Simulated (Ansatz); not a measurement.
A plane-wave DFT run in Ansatz 0.2.0 (scalar-relativistic PAW potentials unless the input names others): input and command.

```yaml
crystal:
  lattice:
    - [3.6262944914, 0.0, 0.0]
    - [-1.8131472457, 3.1404631511, 0.0]
    - [0.0, 0.0, 15.4801725]
  atoms:
    - { symbol: In, position: [0.6666666667, 0.3333333333, 0.590021] }
    - { symbol: In, position: [0.6666666667, 0.3333333333, 0.409979] }
    - { symbol: O, position: [0.0, 0.0, 0.639867] }
    - { symbol: O, position: [0.0, 0.0, 0.360133] }
basis:
  ecutwfc: 420
kpoints:
  mp_grid: { grid: [12, 12, 2] }
hamiltonian:
  xc: lda
scf:
  max_iter: 80
output:
  forces: true
  eigenvalues: true
  stress: true
```

```bash
ansatz run input.yaml --threads 1 --pin off --max-ram 2560MiB --backend cpu --events-out ev --progress --plain --runs-dir out
```

Problem. Will this input run?

Solution. The program refuses it, because of no occupation method (scf.occupations: {"method": "gaussian", "width": 0.03} → not typed). With the sound run's settings it is accepted.

Abridged log:
```
Error: YAML parse error: `scf.occupations.method` is required: fixed only where the cell keeps a band gap throughout the run, explicit beside scf.occupations.values (under evaluate: without them), else a smearing such as fermi_dirac (scf.occupations.width is optional; its entry in the input reference gives the default)
```